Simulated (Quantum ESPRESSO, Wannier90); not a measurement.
**HfPbO3 (cubic perovskite), plane waves to Wannier functions**

Materials Project entry mp-22535; symmetrised, unrelaxed at this level. Not found in the COD (Crystallography Open Database) copy used, which has the formula in other groups; not checked further. Level: PBEsol, no spin polarisation, no spin-orbit coupling; pw.x of Quantum ESPRESSO at 68 Ry with PseudoDojo potentials, 6×6×6 k-points, Wannier90. Density: 8×8×8 mesh, cold smearing 0.01 Ry. Spin-orbit coupling is left out although heavy elements are present.

```
begin unit_cell_cart
ang
    4.1554800000    0.0000000000    0.0000000000
    0.0000000000    4.1554800000    0.0000000000
    0.0000000000    0.0000000000    4.1554800000
end unit_cell_cart
mp_grid = 6 6 6
```

Question: Which shells of neighbouring k-points and which b-vectors and weights does Wannier90 pick for this cell and mesh?

Answer: 
```
 *---------------------------------- K-MESH ----------------------------------*
 +----------------------------------------------------------------------------+
 |                    Distance to Nearest-Neighbour Shells                    |
 |                    ------------------------------------                    |
 |          Shell             Distance (Ang^-1)          Multiplicity         |
 |          -----             -----------------          ------------         |
 |             1                   0.252004                      6            |
 |             2                   0.356387                     12            |
 |             3                   0.436484                      8            |
 |             4                   0.504008                      6            |
 |             5                   0.563498                     24            |
 |             6                   0.617281                     24            |
 |             7                   0.712775                     12            |
 |             8                   0.756012                     30            |
       ... (lines left out)
 +----------------------------------------------------------------------------+
 | The b-vectors are chosen automatically                                     |
 | The following shells are used:                       1                     |
 +----------------------------------------------------------------------------+
 |                        Shell   # Nearest-Neighbours                        |
 |                        -----   --------------------                        |
 |                          1               6                                 |
 +----------------------------------------------------------------------------+
 | Completeness relation is fully satisfied [Eq. (B1), PRB 56, 12847 (1997)]  |
 +----------------------------------------------------------------------------+
 |                  b_k Vectors (Ang^-1) and Weights (Ang^2)                  |
 |                  ----------------------------------------                  |
 |            No.         b_k(x)      b_k(y)      b_k(z)        w_b           |
 |            ---        --------------------------------     --------        |
 |             1         0.000000    0.000000    0.252004     7.873270        |
 |             2         0.000000    0.252004    0.000000     7.873270        |
 |             3         0.252004    0.000000    0.000000     7.873270        |
 |             4         0.000000    0.000000   -0.252004     7.873270        |
 |             5         0.000000   -0.252004    0.000000     7.873270        |
 |             6        -0.252004    0.000000    0.000000     7.873270        |
```
